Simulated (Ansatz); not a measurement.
**BP under pressure**

Level of theory: DFT LDA, scalar-relativistic, plane waves, PAW in Ansatz. Settings: 420 eV plane-wave cutoff, Γ-centred 10×10×10 mesh, fixed occupations. No spin polarisation. Phonons by linear response, acoustic sum rule imposed.

The cell, relaxed at this level:
```cif
data_structure
_symmetry_space_group_name_H-M 'P 1'
_symmetry_Int_Tables_number 1
_cell_length_a 3.1752
_cell_length_b 3.1752
_cell_length_c 3.1752
_cell_angle_alpha 60.000
_cell_angle_beta 60.000
_cell_angle_gamma 60.000
_cell_volume 22.64
loop_
_atom_site_label
_atom_site_type_symbol
_atom_site_fract_x
_atom_site_fract_y
_atom_site_fract_z
_atom_site_occupancy
B1 B 0.00000 0.00000 0.00000 1
P1 P 0.75000 0.75000 0.75000 1
```

Optical modes at Γ (cm⁻¹) at zero pressure: 821.

Question: Under hydrostatic pressure the same modes lie at 825 cm⁻¹. What is the pressure, and how much has the cell shrunk?

Answer: 1 GPa; the volume is 0.6 % smaller.